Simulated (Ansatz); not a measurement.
## SrAl2O2: computed properties

Method: DFT PBE, scalar-relativistic, plane waves, PAW in Ansatz 0.2.0.

Plane waves to 420 eV, a k mesh through Γ of 10×10×12 on the computed 5-atom cell and Gaussian smearing (0.10 eV); no spin polarisation.

The structure is relaxed at this level of theory with its symmetry kept, and needn't be the ground state of this composition.

Space group Cmmm (No. 65), orthorhombic, a = 4.135 Å, b = 13.144 Å, c = 3.191 Å. Sr is surrounded by 4 O at 2.55 Å; around Al lie 2 O at 1.87 Å; around O lie 2 Al at 1.87 Å and 2 Sr at 2.55 Å.

| Property | Result |
| --- | --- |
| Volume per atom | 17.34 Å³ |
| Formation energy from the elements' standard states (uncorrected) | -1.773 eV/atom |
| Kohn–Sham band gap | none (metal) |
| Density of states at the Fermi level | 1.0 states/eV per cell |
| Orbital (Löwdin) character within 0.5 eV of the Fermi level | Al 3p 44 %, Sr 5s 18 %, O 2p 9 %, unprojected 21 % |
| Bader charge by site (e) | Sr (1 in the cell) 1.24, Al (2 in the cell) 1.11, O (2 in the cell) -1.73 |

The cell was found from a structure generator's guess, not taken from experiment. Löwdin shares on free-atom orbitals overweight diffuse shells.
